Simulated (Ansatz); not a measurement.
Al$_{3}$Ni:
```cif
data_Al12Ni4
_chemical_formula_sum 'Al12 Ni4'
_space_group_name_H-M_alt 'Pnma'
_space_group_IT_number 62
_space_group_name_Hall '-P 2ac 2n'
_cell_length_a 6.58711
_cell_length_b 7.30170
_cell_length_c 4.76332
_cell_angle_alpha 90.000
_cell_angle_beta 90.000
_cell_angle_gamma 90.000
loop_
_atom_site_label
_atom_site_type_symbol
_atom_site_symmetry_multiplicity
_atom_site_Wyckoff_symbol
_atom_site_fract_x
_atom_site_fract_y
_atom_site_fract_z
_atom_site_occupancy
Al1 Al 4 c 0.00986 0.25000 0.91574 1
Al2 Al 8 d 0.17074 0.05678 0.36597 1
Ni1 Ni 4 c 0.37027 0.25000 0.05610 1
```

Relaxed at zero pressure with r²SCAN (plane waves, PAW; program Ansatz).

### Question
The volume is raised by 6 % and shape and atoms relax at that volume. What pressure results, and how do the axes share the change?

### Answer
-6.4 GPa; a 1.9 %, b 1.8 %, c 2.2 %; the energy rises by 18 meV/atom.

### Question
Give the new structure.

### Answer

Space group Pnma (No. 62); a = 6.7100 Å, b = 7.4359 Å, c = 4.8672 Å, α = β = γ = 90.00°

```json
[
 {"atom": "Al", "site": "4c", "symmetry": ".m.", "x": "0.0074", "y": "0.2500", "z": "0.9171"},
 {"atom": "Al", "site": "8d", "symmetry": "1", "x": "0.1691", "y": "0.0566", "z": "0.3630"},
 {"atom": "Ni", "site": "4c", "symmetry": ".m.", "x": "0.3690", "y": "0.2500", "z": "0.0549"}
]
```

The phase is kept; no other phase was compared at this pressure.

The first step of the workflow began from a Materials Project structure, measured or hypothetical; the Crystallography Open Database copy checked does not list it. Whether it is the stable phase at ambient conditions was not checked. Symmetry was held in the r²SCAN relaxation; whether a distortion lowers the energy is not shown. No spin polarisation was allowed. Axis ratios of metals converge slowly with the k-mesh, so a and c are less sure than the volume.

Potentials: the later of the program's two PAW sets.
